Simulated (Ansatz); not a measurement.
**Stress against strain in LuPd**

```yaml
crystal:
  lattice:
    - [3.41500, 0.00000, 0.00000]
    - [0.00000, 3.41500, 0.00000]
    - [0.00000, 0.00000, 3.41500]
  atoms:
    - { symbol: Lu, position: [0.00000, 0.00000, 0.00000] }
    - { symbol: Pd, position: [0.50000, 0.50000, 0.50000] }
```

Atom numbers follow the list: Lu1, Pd2.

The cell is COD entry 1538201, as deposited and not checked against the literature; nothing was relaxed.

Spin polarisation is left out, and whether a magnetic state lies lower isn't shown here.

No spin–orbit coupling, which matters for the heavy atoms here.

Computed with DFT, PBEsol, all-electron LAPW, scalar-relativistic (Ansatz 0.2.0).

Numerical set-up: a Γ-centred 10×10×10 k mesh, Fermi–Dirac smearing of 0.05 eV, basis error target 0.5 meV/atom, no spin polarisation.

The strain is applied along the Cartesian axes of the cell as listed (the other components stay zero). Fractional coordinates are held (clamped ions).

σ is the change of stress from the unstrained cell, which is at -2.20 GPa; tension is positive, so slopes are stress–strain coefficients at that pressure. In a metal the k mesh adds noise.

Only quantities that a quadratic follows smoothly over the whole series are listed; rougher ones are left out.

```tsv
εzz	σzz (GPa)	σxx (GPa)
-0.0200	-2.56	-1.91
0.0000	0.00	0.00
0.0100	1.18	0.89
0.0200	2.38	1.70
```

Task: Fit the series and read off the stiffness at zero strain.

Result: Least-squares fits y = p0 + p1 x + p2 x² to the rows give σzz (GPa): p1 = 123, p2 = -200; σxx (GPa): p1 = 90.3, p2 = -280. So C11 = 123 GPa and C12 = 90 GPa, which gives B = (C11 + 2 C12)/3 = 101 GPa.

Task: One run, at εzz = -0.0100, is withheld. Predict its row.

Result: The fits give -1.27, -0.92; the run gave -1.23, -0.94.
